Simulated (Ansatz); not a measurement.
Pb:
```
Pb
1.0
    0.00000     2.48555     2.48555
    2.48555     0.00000     2.48555
    2.48555     2.48555     0.00000
Pb
1
Direct
  0.00000   0.00000   0.00000
```

Relaxed with r²SCAN+D4. Special points in fractions of this cell's reciprocal vectors: Γ (0.000, 0.000, 0.000); X (0.500, 0.000, 0.500); U (0.625, 0.250, 0.625); K (0.375, 0.375, 0.750); L (0.500, 0.500, 0.500); W (0.500, 0.250, 0.750).

Problem. List the band energies nearest the Fermi level at these points for the program Ansatz at the r²SCAN+D4 level (PAW).

Solution. In eV from the Fermi level; about four levels below and three above (degenerate sets whole), none deeper than 8.9 eV; … stands for higher levels left out; points with the same levels are listed once.

```csv
k,below,above
Γ,–,7.59 7.59 7.59
X,-7.02 -3.45,2.06 2.06 …
U,-7.11 -2.43 -1.27,3.02 …
L,-8.50 -4.36,5.68 5.68 …
W,-6.92 -1.48 -1.48,0.33 …
```

Space group Fm-3m (fcc (Cu type)). The r²SCAN+D4 relaxation kept the symmetry of its start. The pairwise dispersion correction was not fitted to metals. Spin–orbit coupling is left out wherever it is not named.

Potentials: the later of the program's two PAW sets.
